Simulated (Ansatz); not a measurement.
# Sc (Fm-3m), comparing deformations

Method: Ansatz 0.2.0, DFT PBEsol, scalar-relativistic, plane waves, PAW. Settings: plane waves to 420 eV, k-mesh 18×18×18 (Γ-centred), Gaussian smearing 0.15 eV. No spin polarisation. Energies are free energies at this smearing, counted from the undisturbed cell; pressure is positive in compression.

Reference structure (as given, not relaxed at this level; it stands at 0.5 GPa; this fcc form isn't the usual structure):

```
Sc
1.0
     0.00000    2.27050    2.27050
     2.27050    0.00000    2.27050
     2.27050    2.27050    0.00000
Sc
1
Direct
  0.00000 0.00000 0.00000
```

The cell is strained by ε times a Voigt pattern (xx, yy, zz, yz, xz, xy; engineering shear) with fractional coordinates fixed. τ = (1/V0) dE/dε comes from the stress tensor. Of each scan, only the three points used here are listed.

| pattern | ε | τ (GPa) |
| --- | --- | --- |
| (1, 0, 0, 0, 0, 0) | -0.0150 | -1.61 |
| (1, 0, 0, 0, 0, 0) | 0.0000 | -0.46 |
| (1, 0, 0, 0, 0, 0) | 0.0150 | 0.64 |
| (1, 1, 0, 0, 0, 0) | -0.0250 | -7.32 |
| (1, 1, 0, 0, 0, 0) | 0.0000 | -0.92 |
| (1, 1, 0, 0, 0, 0) | 0.0250 | 4.67 |
| (0, 0, 1, 0, 0, 0) | -0.0250 | -2.40 |
| (0, 0, 1, 0, 0, 0) | 0.0000 | -0.46 |
| (0, 0, 1, 0, 0, 0) | 0.0250 | 1.35 |

Q: Which constants do the scans give, and which deformation costs least for the same size of strain tensor?

A: The slope dτ/dε at zero (parabola through three points) is pᵀCp: (1, 0, 0, 0, 0, 0) gives C11 = 75 GPa; (1, 1, 0, 0, 0, 0) gives 2(C11 + C12) = 240 GPa; (0, 0, 1, 0, 0, 0) gives C11 = 75 GPa. The size of the strain tensor, ε:ε, is ε² times 1.0, 2.0, 1.0. Per unit of it the stiffnesses are 75, 120, 75 GPa, so (1, 0, 0, 0, 0, 0) is the softest of these, level with (0, 0, 1, 0, 0, 0) (alike by symmetry): at ε:ε = (1 %)² the quadratic term costs 0.55 meV/atom against 0.88 for the stiffest.

Q: What else follows for this cubic crystal?

A: From the unrounded slopes C11 = 75.0 and C12 = 44.8 GPa, so B = (C11 + 2 C12)/3 = 55 GPa and the Poisson ratio for a pull along a cube edge is C12/(C11 + C12) = 0.37.

In a metal these slopes depend on the k mesh and the smearing.